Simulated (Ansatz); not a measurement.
Task: Name crystals whose computed values (plane-wave PAW PBEsol (Ansatz code)) fall in these windows: B₀ by P(V) fit (GPa) 340 to 420; highest Γ mode, no LO–TO term (cm⁻¹) 580 to 760.

Result: 

| crystal | B₀ by P(V) fit (GPa) | highest Γ mode, no LO–TO term (cm⁻¹) |
|---|---|---|
| Re3B, Cmcm (Re on 8f, Re on 4c, B on 4c) | 391 | 671 |
| W2C, P-31m (W on 6k, C on 1a, C on 2d) | 356 | 748 |
| W2C, Pnnm (W on 4g, C on 2a) | 354 | 740 |
| CrN, P-6m2 (Cr on 1f, N on 1c) | 386 | 607 |
Others may fit too.

Standing as an ambient phase not checked: Re3B, Cmcm (Re on 8f, Re on 4c, B on 4c); W2C, P-31m (W on 6k, C on 1a, C on 2d); W2C, Pnnm (W on 4g, C on 2a); CrN, P-6m2 (Cr on 1f, N on 1c). Began spin-polarised and lost the moments: CrN, P-6m2 (Cr on 1f, N on 1c). All cells were relaxed under the symmetry of their starts (and spin orders); stability against distortions was not tested throughout. Rows with no word on spin ran without spin polarisation. Spin–orbit coupling is left out wherever it is not named.

Potentials: the later of the program's two PAW sets.
